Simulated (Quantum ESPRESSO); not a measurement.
# Au3AlRu3Pt: a guest atom moved from site to site

Computed values, not a measurement. The program is pw.x of Quantum ESPRESSO 7.5 (plane-wave density functional theory). The cell is made up: eight metal atoms on a hexagonal close-packed lattice, with elements, volume, strain and displacements drawn at random and not relaxed, so it may be unstable or far from any real phase. PseudoDojo standard norm-conserving files set the functional (PBE unless stated); there is no spin polarisation or spin-orbit coupling, the Fermi-Dirac width of 0.25 eV means electrons at about 2900 K, and the masses in the input are unused placeholders. Heavy elements are run without spin-orbit coupling, which real alloys of them have. A spin test at this wide smearing found no moment, but such smearing suppresses magnetism that the real alloy may have.

The runs move one Al atom among sites that otherwise hold Ru. Cell, positions, cutoff, mesh and smearing stay as in the input of run 1; sites are counted in its order. Stress in the tables is positive in tension.

Input of run 1:

```
&control calculation='scf', pseudo_dir='./dojo.nc.sr.pbe.v0_5.standard.upf', outdir='./o', disk_io='medium', tprnfor=.true., tstress=.true. /
&system ibrav=0, nat=8, ntyp=4, nbnd=76, ecutwfc=84.00895049, nosym=.true., tot_charge=0,
 occupations='smearing', smearing='fd', degauss=0.0183746611
/
&electrons conv_thr=1.470e-08, electron_maxstep=70, mixing_beta=0.5 /
ATOMIC_SPECIES
Al 1.0 Al.upf
Au 1.0 Au.upf
Pt 1.0 Pt.upf
Ru 1.0 Ru.upf
CELL_PARAMETERS angstrom
0.0433 4.9732 -0.0618
2.7637 -0.0341 4.5847
2.7787 0.0841 -4.5937
ATOMIC_POSITIONS angstrom
Au -0.0432 0.018 -0.0323
Au 2.7666 -0.0091 -0.0061
Al 2.7231 1.7369 -2.2917
Ru 2.7263 1.6908 2.2193
Ru 1.3858 2.526 0.003
Pt 4.1628 2.5476 -0.0623
Au 1.4192 4.1997 -2.2925
Ru 1.4064 4.1267 2.2387
K_POINTS automatic
5 5 5 1 1 1
```

| run | elements on sites 1 to 8 | free energy less that of run 1 (eV) | -TS (eV) | pressure (GPa) | stress xx (GPa) | stress yy (GPa) | stress zz (GPa) | stress yz (GPa) | stress xz (GPa) | stress xy (GPa) | iterations |
| --- | --- | --- | --- | --- | --- | --- | --- | --- | --- | --- | --- |
| 1 | Au Au Al Ru Ru Pt Au Ru | 0.000 | -1.703 | -0.98 | -3.00 | 5.16 | 0.78 | -1.49 | 0.90 | 0.95 | 17 |
| 2 | Au Au Ru Al Ru Pt Au Ru | 0.047 | -1.724 | -0.98 | -2.81 | 4.66 | 1.08 | -1.37 | -1.37 | 0.75 | 15 |
| 3 | Au Au Ru Ru Al Pt Au Ru | -0.059 | -1.670 | -1.32 | -0.05 | 3.87 | 0.13 | -2.11 | -0.15 | 1.32 | 17 |
| 4 | Au Au Ru Ru Ru Pt Au Al | -0.033 | -1.707 | -1.24 | -0.53 | 2.83 | 1.43 | -1.95 | -0.32 | 0.94 | 15 |

Forces Fx Fy Fz (eV/Å):

| site | run 1 | run 2 | run 3 | run 4 |
| --- | --- | --- | --- | --- |
| 1 | 0.45 0.61 0.73 | 0.48 0.52 0.55 | 0.48 0.42 0.61 | 0.34 0.52 0.42 |
| 2 | -0.49 0.79 0.28 | -0.43 0.89 0.54 | -0.47 0.66 0.36 | -0.38 0.76 0.24 |
| 3 | 0.30 0.18 -0.13 | 0.80 -0.13 -0.11 | 0.44 0.15 -0.08 | 0.53 0.29 -0.14 |
| 4 | -0.66 -0.05 0.26 | -0.10 0.15 0.10 | -0.16 0.27 0.20 | -0.29 0.46 0.19 |
| 5 | -0.10 -0.35 0.54 | -0.18 -0.37 0.57 | -0.13 -0.26 0.10 | -0.07 -0.67 0.42 |
| 6 | -0.08 -0.58 -0.41 | 0.22 -0.57 -0.38 | 0.10 -0.38 -0.34 | -0.03 -0.75 -0.40 |
| 7 | 0.09 -0.36 -0.52 | -0.15 -0.25 -0.54 | -0.11 -0.42 -0.42 | -0.05 -0.41 -0.62 |
| 8 | 0.49 -0.23 -0.75 | -0.65 -0.23 -0.72 | -0.15 -0.44 -0.43 | -0.05 -0.20 -0.10 |

The sites are displaced and not relaxed, so the energy differences mix bonding between neighbours with strain and are not ordering energies. A rerun of one cell of this series at a higher cutoff and on a denser mesh moved values by no more than 0.008 eV in energy, 0.05 GPa in stress and 0.013 eV/Å in force, and a second program with other atomic files agreed on that cell to 2 % rms in force and 0.5 GPa in pressure.